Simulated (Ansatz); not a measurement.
Formation energy of RuS (zincblende structure)

Level of theory: DFT, PBE, scalar-relativistic, no spin polarisation; plane waves to 420 eV with PAW datasets (Ansatz 0.2.0), 10×10×10 k-mesh, Gaussian smearing of 0.05 eV. The datasets are Ansatz's generated set soft_2.

The start was a prototype's sites filled with these elements, not a measured cell.

It takes space group F-43m (No. 216, cubic). Conventional cell: a = 5.201 Å, b = 5.201 Å, c = 5.201 Å, α = 90.00°, β = 90.00°, γ = 90.00°. Ru (site symmetry -43m) is surrounded by 4 S at 2.25 Å. S (site symmetry -43m) has 4 Ru at 2.25 Å as nearest neighbours. (Shells end 15 % past the nearest neighbour.)

The elements were computed in their standard states with the same datasets, cutoff and functional. Absolute energies hang on the potentials; compare differences alone.

Energy of the relaxed cell (2 atoms, smearing extrapolated to zero): -6781.063 eV. Elements, in eV/atom: Ru -5878.688, S -902.059.

**Question.** What is the formation energy?

**Answer.** [-6781.063 − (1 × -5878.688 + 1 × -902.059)] / 2 = -0.16 eV/atom, or -15 kJ per mole of atoms.

The value is for 0 K, without zero-point energy. Uncorrected semilocal values for oxides, chalcogenides and halides often miss by tenths of an eV an atom. A negative value shows stability against the elements alone, not against other compounds or structures.
